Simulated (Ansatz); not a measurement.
Data:

V2O5:
```yaml
crystal:
  lattice:
    - [6.27437, 0.00000, 0.00000]
    - [0.00000, 3.53306, 0.00000]
    - [-0.04694, 0.00000, 7.13411]
  atoms:
    - { symbol: V, position: [0.74246, 0.25000, 0.72123] }
    - { symbol: V, position: [0.25754, 0.75000, 0.27877] }
    - { symbol: V, position: [0.19583, 0.25000, 0.90039] }
    - { symbol: V, position: [0.80417, 0.75000, 0.09961] }
    - { symbol: O, position: [0.73866, 0.75000, 0.80672] }
    - { symbol: O, position: [0.26134, 0.25000, 0.19328] }
    - { symbol: O, position: [0.03680, 0.25000, 0.70228] }
    - { symbol: O, position: [0.96320, 0.75000, 0.29772] }
    - { symbol: O, position: [0.43866, 0.25000, 0.82412] }
    - { symbol: O, position: [0.56134, 0.75000, 0.17588] }
    - { symbol: O, position: [0.14682, 0.75000, 0.96742] }
    - { symbol: O, position: [0.85318, 0.25000, 0.03258] }
    - { symbol: O, position: [0.67860, 0.25000, 0.50987] }
    - { symbol: O, position: [0.32140, 0.75000, 0.49013] }
```

This is the r²SCAN+D4-relaxed structure.

### Question
All from r²SCAN+D4 (plane waves, PAW; program Ansatz), unless another level is named. Give the Poisson's ratio.

### Answer
0.20.

### Question
Predict the highest zone-centre frequency (without LO–TO term).

### Answer
1112 cm⁻¹.

Space group P2_1/m. The first step of the workflow began from a Materials Project structure, measured or hypothetical; the Crystallography Open Database copy checked does not list it. COD files the formula under space group No. 31, 59. Its standing as an ambient phase is unchecked. The r²SCAN+D4 relaxation kept the symmetry of its start; its stability against distortions is not shown here. No spin polarisation was allowed. No Hubbard U is applied.

Potentials: the earlier of the program's two PAW sets. The files were generated under PBE; for other functionals the program regenerates the frozen cores, and for LDA and PBEsol the local potential too.
